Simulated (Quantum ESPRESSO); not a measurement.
## CSi4Ge3 (input and log of a self-consistent run)

Simulated, not a measurement. The program is pw.x of Quantum ESPRESSO 7.5 (plane-wave density functional theory). The cell is made up: 8 atoms on a zincblende/diamond lattice, with randomly drawn elements, strain and displacements, not relaxed. PseudoDojo standard norm-conserving files (v0.5 for PBE, v0.4.1 for LDA and PBEsol) set the functional; there is no spin polarisation, spin-orbit coupling or dispersion term, and the masses in the input are unused placeholders.

Input:

```
&control calculation='scf', pseudo_dir='./dojo.nc.sr.pbe.v0_5.standard.upf', outdir='./o', disk_io='medium', tprnfor=.true., tstress=.true. /
&system ibrav=0, nat=8, ntyp=3, nbnd=41, ecutwfc=82.02448710, nosym=.true., tot_charge=0,
 occupations='smearing', smearing='fd', degauss=0.0073498644
/
&electrons conv_thr=7.350e-09, electron_maxstep=60, /
ATOMIC_SPECIES
C 1.0 C.upf
Ge 1.0 Ge.upf
Si 1.0 Si.upf
CELL_PARAMETERS angstrom
5.7248 0.0595 0.0403
0.0595 5.6927 0.0222
0.0403 0.0222 5.6139
ATOMIC_POSITIONS angstrom
C 0.0853 0.0143 -0.0268
Si 0.0555 2.9261 2.8202
Si 2.8691 0.0264 2.8087
Si 2.8817 2.9176 0.0438
Ge 1.4804 1.3668 1.3344
Si 1.4608 4.2674 4.2748
Ge 4.2984 1.4084 4.2443
Ge 4.3072 4.3375 1.4549
K_POINTS automatic
6 6 6 1 1 1
```

The log is shortened where brackets say so; the opening notice, blank lines, dates and the lines on written files are dropped, and the path of the files is cut. It prints rydbergs, bohrs and kilobars, and counts compression as positive stress.

```
     Program PWSCF v.7.5
     Parallel version (MPI & OpenMP), running on       1 processor cores
     Number of MPI processes:                 1
     Threads/MPI process:                     1
     [start-up lines left out]
     bravais-lattice index     =            0
     lattice parameter (alat)  =      10.8192  a.u.
     unit-cell volume          =    1234.4239 (a.u.)^3
     number of atoms/cell      =            8
     number of atomic types    =            3
     number of electrons       =        62.00
     number of Kohn-Sham states=           41
     kinetic-energy cutoff     =      82.0245  Ry
     charge density cutoff     =     328.0979  Ry
     scf convergence threshold =      7.3E-09
     mixing beta               =       0.7000
     number of iterations used =            8  plain     mixing
     Exchange-correlation= PBE
                           (   1   4   3   4   0   0   0)
     [axes and pseudopotential details left out]
   Cartesian axes
     site n.     atom                  positions (alat units)
         1        C      tau(   1) = (   0.0148989   0.0024977  -0.0046810  )
         2        Si     tau(   2) = (   0.0096939   0.5110868   0.4925898  )
         3        Si     tau(   3) = (   0.5011309   0.0046112   0.4905811  )
         4        Si     tau(   4) = (   0.5033316   0.5096021   0.0076503  )
         5        Ge     tau(   5) = (   0.2585738   0.2387319   0.2330727  )
         6        Si     tau(   6) = (   0.2551504   0.7453647   0.7466572  )
         7        Ge     tau(   7) = (   0.7507793   0.2459979   0.7413299  )
         8        Ge     tau(   8) = (   0.7523164   0.7576087   0.2541199  )
     number of k points=   108  Fermi-Dirac smearing, width (Ry)=  0.0073
     Number of k-points >= 100: set verbosity='high' to print them.
     Dense  grid:   123869 G-vectors     FFT dimensions: (  64,  64,  64)
     Estimated max dynamical RAM per process >     161.92 MB
     Initial potential from superposition of free atoms
     starting charge      61.9950, renormalised to      62.0000
     Starting wfcs are   47 randomized atomic wfcs
     total cpu time spent up to now is       55.5 secs
     per-process dynamical memory:    96.8 Mb
     Self-consistent Calculation
     iteration #  1     ecut=    82.02 Ry     beta= 0.70
     Davidson diagonalization with overlap
     ethr =  1.00E-02,  avg # of iterations =  3.0
     Threshold (ethr) on eigenvalues was too large:
     Diagonalizing with lowered threshold
     Davidson diagonalization with overlap
     ethr =  5.56E-04,  avg # of iterations =  2.5
     total cpu time spent up to now is      327.3 secs
     total energy              =    -581.36724397 Ry
     estimated scf accuracy    <       0.35080855 Ry
     iteration #  2     ecut=    82.02 Ry     beta= 0.70
     Davidson diagonalization with overlap
     ethr =  5.66E-04,  avg # of iterations =  6.3
     total cpu time spent up to now is      489.2 secs
     total energy              =    -581.29918326 Ry
     estimated scf accuracy    <       1.26736671 Ry
     iteration #  3     ecut=    82.02 Ry     beta= 0.70
     Davidson diagonalization with overlap
     ethr =  5.66E-04,  avg # of iterations =  3.5
     total cpu time spent up to now is      625.4 secs
     total energy              =    -581.50177150 Ry
     estimated scf accuracy    <       0.02389484 Ry
     iteration #  4     ecut=    82.02 Ry     beta= 0.70
     Davidson diagonalization with overlap
     ethr =  3.85E-05,  avg # of iterations =  5.9
     total cpu time spent up to now is      772.0 secs
     total energy              =    -581.50677649 Ry
     estimated scf accuracy    <       0.00408320 Ry
     iteration #  5     ecut=    82.02 Ry     beta= 0.70
     Davidson diagonalization with overlap
     ethr =  6.59E-06,  avg # of iterations =  3.9
     total cpu time spent up to now is      899.8 secs
     total energy              =    -581.50740266 Ry
     estimated scf accuracy    <       0.00030430 Ry
     iteration #  6     ecut=    82.02 Ry     beta= 0.70
     Davidson diagonalization with overlap
     ethr =  4.91E-07,  avg # of iterations =  3.1
     total cpu time spent up to now is     1024.1 secs
     total energy              =    -581.50745831 Ry
     estimated scf accuracy    <       0.00004404 Ry
     iteration #  7     ecut=    82.02 Ry     beta= 0.70
     Davidson diagonalization with overlap
     ethr =  7.10E-08,  avg # of iterations =  2.3
     total cpu time spent up to now is     1130.8 secs
     total energy              =    -581.50746900 Ry
     estimated scf accuracy    <       0.00000250 Ry
     iteration #  8     ecut=    82.02 Ry     beta= 0.70
     Davidson diagonalization with overlap
     ethr =  4.04E-09,  avg # of iterations =  3.8
     total cpu time spent up to now is     1251.7 secs
     total energy              =    -581.50746953 Ry
     estimated scf accuracy    <       0.00000067 Ry
     iteration #  9     ecut=    82.02 Ry     beta= 0.70
     Davidson diagonalization with overlap
     ethr =  1.08E-09,  avg # of iterations =  2.0
     total cpu time spent up to now is     1409.1 secs
     total energy              =    -581.50746964 Ry
     estimated scf accuracy    <       0.00000006 Ry
     iteration # 10     ecut=    82.02 Ry     beta= 0.70
     Davidson diagonalization with overlap
     ethr =  9.64E-11,  avg # of iterations =  2.5
     total cpu time spent up to now is     1542.8 secs
     End of self-consistent calculation
     Number of k-points >= 100: set verbosity='high' to print the bands.
     the Fermi energy is     5.8802 ev
!    total energy              =    -581.50746965 Ry
     estimated scf accuracy    <          6.2E-09 Ry
     smearing contrib. (-TS)   =      -0.00155735 Ry
     internal energy E=F+TS    =    -581.50591230 Ry
     The total energy is F=E-TS. E is the sum of the following terms:
     one-electron contribution =    -340.51331572 Ry
     hartree contribution      =     202.83165279 Ry
     xc contribution           =    -146.66746572 Ry
     ewald contribution        =    -297.15678365 Ry
     convergence has been achieved in  10 iterations
     Forces acting on atoms (cartesian axes, Ry/au):
     atom    1 type  1   force =    -0.00595687   -0.01742732   -0.01301781
     atom    2 type  3   force =     0.00130458   -0.03419724    0.00188575
     atom    3 type  3   force =    -0.02159643   -0.01308102    0.02494476
     atom    4 type  3   force =     0.00002679   -0.01351713   -0.01407959
     atom    5 type  2   force =    -0.05411317   -0.00421869   -0.01521048
     atom    6 type  3   force =    -0.02610321    0.05963561    0.02356999
     atom    7 type  2   force =     0.05526975    0.00156756    0.02698200
     atom    8 type  2   force =     0.05116855    0.02123822   -0.03507462
     Total force =     0.139210     Total SCF correction =     0.000485
     Computing stress (Cartesian axis) and pressure
          total   stress  (Ry/bohr**3)                   (kbar)     P=      -92.59
  -0.00068157  -0.00007073  -0.00001438         -100.26      -10.40       -2.11
  -0.00007073  -0.00063985  -0.00005356          -10.40      -94.13       -7.88
  -0.00001438  -0.00005356  -0.00056692           -2.11       -7.88      -83.40
     init_run     :     50.51s CPU     55.37s WALL (       1 calls)
     electrons    :   1398.97s CPU   1487.29s WALL (       1 calls)
     forces       :     17.21s CPU     17.46s WALL (       1 calls)
     stress       :     69.79s CPU     70.16s WALL (       1 calls)
     [timing details left out]
     PWSCF        :  25m37.03s CPU  27m11.72s WALL
     JOB DONE.
```

In other units: free energy -7911.812 eV for the cell, pressure -9.26 GPa, largest force component 1.533 eV/Å. A rerun of a related cell, with the same atoms placed differently, at 1347 eV and a 8 x 8 x 8 mesh moved values by no more than 0.002 eV in energy, 0.02 GPa in stress and 0.013 eV/Å in force.